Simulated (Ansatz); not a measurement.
The end point of a relaxation of SnSe. Method: PBE (plane waves to 420 eV, PAW, scalar-relativistic; Ansatz, a program for electronic structure).

```
CELL_PARAMETERS angstrom
     11.78224     0.00000     0.00000
      0.00000     4.20168     0.00000
      0.00000     0.00000     4.57842
ATOMIC_POSITIONS crystal
  Se 0.14534 0.25000 0.02274
  Se 0.85466 0.75000 0.97726
  Se 0.64534 0.25000 0.47726
  Se 0.35466 0.75000 0.52274
  Sn 0.62105 0.75000 0.88334
  Sn 0.37895 0.25000 0.11666
  Sn 0.12105 0.75000 0.61666
  Sn 0.87895 0.25000 0.38334
```

Task: Determine the symmetry and give the standard cell with its independent sites.

Result: Space group Pnma (No. 62); a = 11.7822 Å, b = 4.2017 Å, c = 4.5784 Å, α = β = γ = 90.00°

```json
[
 {"atom": "Se", "site": "4c", "symmetry": ".m.", "x": "0.1453", "y": "0.2500", "z": "0.0227"},
 {"atom": "Sn", "site": "4c", "symmetry": ".m.", "x": "0.3790", "y": "0.2500", "z": "0.1167"}
]
```

This is the AFLOW prototype AB_oP8_62_c_c (B29, as in SnS).

Task: Give the shortest distances between elements (the closest pairs, up to four, under 3.6 Å).

Result: Se–Sn 2.79 Å.

```yaml
volume_per_atom: 28.33 Å³
band_gap: 0.71 eV, indirect (valence top at k = (0, 0, 0.4286), conduction bottom at 33 % of the way from Y to Γ) (no spin-orbit coupling)
smallest_direct_gap: 0.89 eV at 33 % of the way from Y to Γ
```

No spin polarisation in the result.

The run could not lose the symmetry of its start.

It was reached from a disturbed copy of a Pnma (No. 62) cell, against which it lies -67 meV/atom.

The first start was generated by placing the elements on the sites of a structure type. A measured structure of SnSe has the same space group, Pnma (No. 62); the sites were not compared with it.
